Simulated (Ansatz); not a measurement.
Y:
```yaml
crystal:
  lattice:
    - [0.00000, 2.55069, 2.55069]
    - [2.55069, 0.00000, 2.55069]
    - [2.55069, 2.55069, 0.00000]
  atoms:
    - { symbol: Y, position: [0.00000, 0.00000, 0.00000] }
```

Relaxed with r²SCAN. Special points in fractions of this cell's reciprocal vectors: Γ (0.000, 0.000, 0.000); X (0.500, 0.000, 0.500); U (0.625, 0.250, 0.625); K (0.375, 0.375, 0.750); L (0.500, 0.500, 0.500); W (0.500, 0.250, 0.750).

Task: List the band energies nearest the Fermi level at these points for plane-wave PAW r²SCAN (Ansatz code).

Result: In eV from the Fermi level; about four levels below and three above (degenerate sets whole), none deeper than 8.9 eV; points with the same levels are listed once.

```tsv
k	below	above
Γ	-4.99	2.00 2.00 2.00
X	-1.78 -0.82	1.96 5.55 5.91 5.91
U	-0.99 -0.49	1.00 3.83 5.24
L	-2.00	0.41 1.82 1.82
W	-0.78	0.25 0.25 2.86
```

Space group Fm-3m (fcc (Cu type)). A made-up cell: these elements were put on the sites of a structure type; the Crystallography Open Database files this formula in space group No. 225, but the cells were not matched. It is not the phase usual at ambient conditions (space group No. 194). The cell was relaxed with r²SCAN under the symmetry of its start; phonons on a q-mesh show no instability. No spin polarisation was allowed. Spin–orbit coupling is left out wherever it is not named.

Potentials: the later of the program's two PAW sets.
